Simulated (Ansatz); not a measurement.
Theory: DFT PBE, scalar-relativistic, plane waves, PAW in Ansatz. All cells share a 420 eV cutoff and Γ-centred k meshes spaced at most about 0.3 Å⁻¹ (about 0.25 or finer for metals, 2π included). No spin polarisation in the final relaxations.

These are static total energies at zero pressure. All come from trial cells, and lower structures may exist.

Question: These unrelaxed guesses for Si3F4 are each relaxed within their symmetry. Order them by the energy at which they end, lowest first.
1.

```
CELL_PARAMETERS angstrom
0.00000 3.71410 3.71410
3.71410 0.00000 3.71410
3.71410 3.71410 0.00000
ATOMIC_POSITIONS crystal
Si 0.75000 0.75000 0.75000
Si 0.00000 0.00000 0.00000
Si 0.50000 0.50000 0.50000
F 0.20161 0.20161 0.20161
F 0.20161 0.20161 0.39516
F 0.20161 0.39516 0.20161
F 0.39516 0.20161 0.20161
```

2.

```
CELL_PARAMETERS angstrom
5.27856 0.00000 0.00000
-2.63928 4.57136 0.00000
0.00000 0.00000 4.17176
ATOMIC_POSITIONS crystal
Si 0.50000 0.00000 0.50000
Si 0.00000 0.50000 0.50000
Si 0.50000 0.50000 0.50000
F 0.00000 0.00000 0.50000
F 0.50000 0.00000 0.00000
F 0.00000 0.50000 0.00000
F 0.50000 0.50000 0.00000
```

Answer: 1 (ends in F-43m, 0 meV/atom), 2 (ends in P6/mmm, 49 meV/atom).

Cells relaxed within their symmetry can be saddle points. Some structure types and database cells were kept out of the candidates from the start, so a known form may be missing.
